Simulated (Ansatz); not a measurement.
GeAs:
```xyz
2
Lattice="-1.8274 1.8274 2.9161 1.8274 -1.8274 2.9161 1.8274 1.8274 -2.9161" Properties=species:S:1:pos:R:3 pbc="T T T"
Ge     0.0000     0.0000     5.8003
As     0.0000     0.0000     2.4464
```

Relaxed with LDA. Special points in fractions of this cell's reciprocal vectors: Γ (0.000, 0.000, 0.000); X (0.000, 0.000, 0.500); P (0.250, 0.250, 0.250); N (0.000, 0.500, 0.000); M (0.500, 0.500, -0.500); S (0.348, 0.652, -0.348); S0 (-0.348, 0.348, 0.348); R (-0.196, 0.196, 0.500); G (0.500, 0.500, -0.196).

Problem. List the band energies nearest the Fermi level at these points for plane-wave PAW LDA (Ansatz code).

Solution. In eV from the Fermi level; about four levels below and three above (degenerate sets whole), none deeper than 8.9 eV; points with the same levels are listed once.

```csv
k,below,above
Γ,-2.40 -1.10 -1.10 -0.54,3.61 4.89 4.89
X,-6.76 -6.36 -4.16 -2.84,1.97 6.73 10.41
P,-7.61 -5.49 -5.49 -0.40,2.68 5.29 5.29
N,-1.92 -0.14,0.71 1.65 2.45
M,-7.98 -3.70 -3.08 -3.08,3.22 8.67 8.67
S,-5.51 -2.03 -0.30,4.71 5.77 7.47
R,-8.52 -5.58 -4.44 -0.12,4.07 6.28 7.58
```

Space group I4mm. The first step of the workflow began from a Materials Project structure, measured or hypothetical; the Crystallography Open Database copy checked does not list it. Its standing as an ambient phase is unchecked. The cell was relaxed with LDA under the symmetry of its start; its stability against distortions is not shown here. Spin–orbit coupling is left out wherever it is not named.

Potentials: the later of the program's two PAW sets.
